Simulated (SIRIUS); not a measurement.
Consider a self-consistent single point of WC (Pm, 2 atoms in the cell; from Materials Project mp-1894, changed as shown).

```xyz
2
Lattice="2.9458 0.0000 0.0000 -1.4583 2.5258 0.0000 0.0000 0.0000 2.8394" Properties=species:S:1:pos:R:3 pbc="T T T"
W      0.0000     0.0000     0.0000
C      1.4777     0.8419     1.4197
```

Computed with PBE, GBRV PBE ultrasoft pseudopotentials (plane waves; SIRIUS).

SIRIUS settings:

parameters.ngridk: 14 14 12
parameters.xc_functionals: [XC_GGA_X_PBE, XC_GGA_C_PBE]
parameters.gk_cutoff: 6.325 1/bohr
parameters.pw_cutoff: 14.143 1/bohr
parameters.smearing: gaussian
parameters.smearing_width: 0.00367493 Ha
potentials: GBRV PBE ultrasoft pseudopotentials
parameters.electronic_structure_method: pseudopotential
parameters.num_bands: 13
parameters.num_mag_dims: 0
parameters.num_dft_iter: 100
parameters.energy_tol: 1e-07 Ha
parameters.density_tol: 1e-06
mixer.type: anderson
mixer.beta: 0.5
mixer.use_hartree: true

Results:

* **Number of valence electrons**: 18
* **Number of bands**: 13
* **Number of k-points after the program's reduction**: 700
* **Number of plane waves (most at a k-point)**: 634
* **Number of SCF iterations**: 12
* **FFT grid**: 30 × 27 × 27
* **Free energy E − TS**: -2321.7824 eV
* **Fermi level (on the code's own zero)**: 20.21 eV
* **Pressure**: -3.15 GPa
* **Largest force (vector length)**: 0.060 eV/Å

Forces (eV/Å):
```json
[
 {"atom": "W1", "Fx": "0.028", "Fy": "0.053", "Fz": "0.000"},
 {"atom": "C2", "Fx": "-0.028", "Fy": "-0.053", "Fz": "0.000"}
]
```

Stress (GPa, positive for compression):
```
-6.84  -1.39   0.00
-1.39  -2.35   0.00
 0.00   0.00  -0.27
```

For comparison: a first run was changed to give this one (lattice vector a scaled by 1.01), and from it to this one the free energy stays essentially unchanged (within 1 meV/atom), the pressure goes from 0.50 to -3.15 GPa and the largest force goes from 0.000 to 0.060 eV/Å.

The structure comes from a collection of computed structures, made at another level of theory; the collection holds predicted forms beside known ones.

Cost on one core: very roughly 50 core-seconds.
